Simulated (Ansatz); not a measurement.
Co (dhcp (α-La type), P6_3/mmc) at seven volumes, LDA in the plane-wave PAW code Ansatz, shape and atoms relaxed at each. One row is withheld.

```csv
V (Å³/atom),P (GPa)
9.131,31.86
9.432,19.57
9.733,8.91
10.034,-0.06
10.335,-7.55
10.636,-13.76
10.937,?
```

Question: Fit the shown pressures and predict the withheld one.

Answer: P = (3/2)B₀(x^(7/2) − x^(5/2))[1 + (3/4)(B′ − 4)(x − 1)] with x = (V₀/V)^(2/3). Least squares on the six rows gives V₀ = 10.035 Å³/atom, B₀ = 272 GPa, B′ = 4.63. At V = 10.937, x = 0.9442 and P = -19.19 GPa. The run itself gave -18.92 GPa.

The first step of the workflow began from a Materials Project structure, measured or hypothetical. Its sites differ from those of the usual phase in this space group: another stacking or structure type. Symmetry was held in the LDA relaxation; whether a distortion lowers the energy is not shown. Spin order of the final state: ferromagnetic, chosen from 5 collinear starts compared on coarse meshes (ties went to the first, and starts can fall back to one state), not a proven ground state.

Potentials: the later of the program's two PAW sets.
